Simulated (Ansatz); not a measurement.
Starting cell, BaTiO3 (cubic perovskite):

```
CELL_PARAMETERS angstrom
      3.99442     0.00000     0.00000
      0.00000     3.99442     0.00000
      0.00000     0.00000     3.99442
ATOMIC_POSITIONS crystal
  Ba 0.00000 0.00000 0.00000
  Ti 0.50000 0.50000 0.50000
  O  0.00000 0.50000 0.50000
  O  0.50000 0.50000 0.00000
  O  0.50000 0.00000 0.50000
```

Scan: atom 4 (O, nearest neighbour Ti at 1.997 Å; its periodic images, 4.0 Å or more away, move with it) is displaced along Cartesian [111], direction (0.577, 0.577, 0.577) in Cartesian axes, by s. The other atoms stay.

Calculation: r2SCAN (plane waves to 500 eV, PAW, scalar-relativistic; Ansatz, a program for electronic structure). k mesh 7×7×7 (Γ-centred), Fermi-Dirac smearing 0.05 eV. The energy includes the smearing's −TS. BaTiO3 is run without spin polarisation. BaTiO3 was relaxed with its symmetry unable to fall. The PAW data are Ansatz's earlier set. This is a high-temperature form of BaTiO3. The zero of ΔE is the undisplaced structure.

| s (Å) | ΔE (meV/cell) |
|---|---|
| -0.400 | withheld |
| -0.320 | 312 |
| -0.240 | 169 |
| -0.160 | 73 |
| -0.080 | 18 |
| 0.000 | 0 |
| 0.080 | 18 |
| 0.160 | 73 |
| 0.240 | 169 |
| 0.320 | 312 |
| 0.400 | withheld |

**Question.** Fit an even polynomial form (powers 2, 4) to the given rows and predict ΔE at s = -0.400.

**Answer.** Least squares on the 9 given rows: ΔE = (2788)·s² + (2525)·s⁴, in meV/cell with s in Å; root-mean-square residual 0.0 meV/cell. At -0.400 the fit gives 511 meV/cell; the calculation gives 509 meV/cell, so the extrapolation is off by 2 (+0.4 %). The quadratic term alone would give 446 meV/cell.

(For displaced atoms, the force is minus the slope of the energy, and its curvature is a force constant, which sets phonon frequencies.)
